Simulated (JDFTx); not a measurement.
System: Cd(0001) (P6_3/mmc bulk; lattice of mp-94, not re-optimised at this level), 1x1 cell of 4 atoms in 4 planes, area 7.58 Å² a face, 8.9 Å between the outermost planes in a cell 24.8 Å high; k mesh 8×8×1, Fermi width 0.01 Ha, no spin polarisation.

Level of theory: PBE, GBRV ultrasoft potentials, plane waves to 20/100 Ha; code: a modified build of JDFTx. Liquid: linear PCM (GLSSA13), water, 1 M NaCl. Between zero charge and -0.16 V from it the run gives σ = -2.6 μC/cm², a mean capacitance of 15.7 μF/cm². The liquid has ε = 78.4, a 1:1 salt at 1 M with linear (Debye) response, and T = 298 K.

Worked example: the Debye length, the diffuse-layer capacitance, and the inner capacitance that is left when the two stand in series.

Each ion has density c = 1 × 6.022×10⁻⁴ = 6.022e-04 Å⁻³. λ² = ε kT / (8π (e²/4πε₀) c) with kT = 0.02568 eV and e²/4πε₀ = 14.40 eV Å gives λ = 3.04 Å; the log prints 3.04 Å. C_diffuse = ε₀ε/λ = 228 μF/cm². Then 1/C_inner = 1/15.7 − 1/228, so C_inner = 16.8 μF/cm², which equals a vacuum gap of ε₀/C_inner = 0.53 Å. The diffuse layer takes 7 % of the potential drop; the rest lies between the electrode's charge and the onset of the dielectric, with the electrode's own (quantum) capacitance in it. The split is a model: in the calculation solvent and ions share one smooth cavity.
